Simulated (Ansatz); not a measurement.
Every step of a relaxation of fcc Al (110), 5 layers

DFT, PBEsol, PAW with Ansatz's default frozen-core files, scalar-relativistic (Ansatz 0.2.0); a Γ-centred 14×10×1 k mesh, Fermi–Dirac smearing of 0.05 eV, no spin polarisation. The run relaxes the atoms in the fixed cell.

Command: `ansatz run input.yaml --threads 2 --pin off --max-ram 4096MiB --backend cpu --events-out ev --progress --plain --runs-dir out` It took 23 s on 2 threads of Intel(R) Xeon(R) Platinum 8488C (Sapphire Rapids), with other jobs on the host, peak memory 0.55 GiB.

```yaml
crystal:
  lattice:
    - [2.8394161666, 0.0, 0.0]
    - [0.0, 4.015540852, 0.0]
    - [0.0, 0.0, 21.6788]
  atoms:
    - { symbol: Al, position: [0.0, 0.0, 0.3690233701] }
    - { symbol: Al, position: [0.5, 0.5, 0.4345116849] }
    - { symbol: Al, position: [0.0, 0.0, 0.5] }
    - { symbol: Al, position: [0.5, 0.5, 0.5654883151] }
    - { symbol: Al, position: [0.0, 0.0, 0.6309766299] }
kpoints:
  mp_grid: { grid: [14, 10, 1] }
scf:
  occupations: { method: fermi_dirac, width: 0.05 }
hamiltonian:
  xc: pbesol
  pseudopotentials: { kind: paw }
output:
  forces: true
  stress: true
  eigenvalues: true
relax:
  f_tol: 0.01
  max_steps: 40
efield:
  axis: 3
  amplitude: 0
  dipole_correction: true
```

Each step lists its free energy a cell above the last geometry, and Cartesian positions (Å) with forces (eV/Å).

The first step:

```
step 1  dF = 18.56 meV
  Al 0.0000 0.0000 8.0000   0.0000 0.0000 0.2414
  Al 1.4197 2.0078 9.4197   0.0000 0.0000 -0.0567
  Al 0.0000 0.0000 10.8394   0.0000 0.0000 0.0000
  Al 1.4197 2.0078 12.2591   0.0000 0.0000 0.0567
  Al 0.0000 0.0000 13.6788   0.0000 0.0000 -0.2414
```

The PAW files were made under PBE.

Where does the relaxation end, and by which steps?

After 3 geometries, with a shortest distance of 2.761 Å. The further steps:
```
step 2  dF = 3.94 meV
  Al 0.0000 0.0000 8.1054   0.0000 0.0000 -0.0909
  Al 1.4197 2.0078 9.4379   0.0000 0.0000 -0.0727
  Al 0.0000 0.0000 10.8394   0.0000 0.0000 0.0000
  Al 1.4197 2.0078 12.2409   0.0000 0.0000 0.0727
  Al 0.0000 0.0000 13.5734   0.0000 0.0000 0.0909
step 3  dF = 0.00 meV
  Al 0.0000 0.0000 8.0780   0.0000 0.0000 -0.0082
  Al 1.4197 2.0078 9.4227   0.0000 0.0000 -0.0086
  Al 0.0000 0.0000 10.8394   0.0000 0.0000 0.0000
  Al 1.4197 2.0078 12.2561   0.0000 0.0000 0.0086
  Al 0.0000 0.0000 13.6008   0.0000 0.0000 0.0082
step 4  dF = 0.00 meV  (same geometry, solved once more)
  Al 0.0000 0.0000 8.0780   0.0000 0.0000 -0.0082
  Al 1.4197 2.0078 9.4227   0.0000 0.0000 -0.0087
  Al 0.0000 0.0000 10.8394   0.0000 0.0000 0.0000
  Al 1.4197 2.0078 12.2561   0.0000 0.0000 0.0087
  Al 0.0000 0.0000 13.6008   0.0000 0.0000 0.0082
```
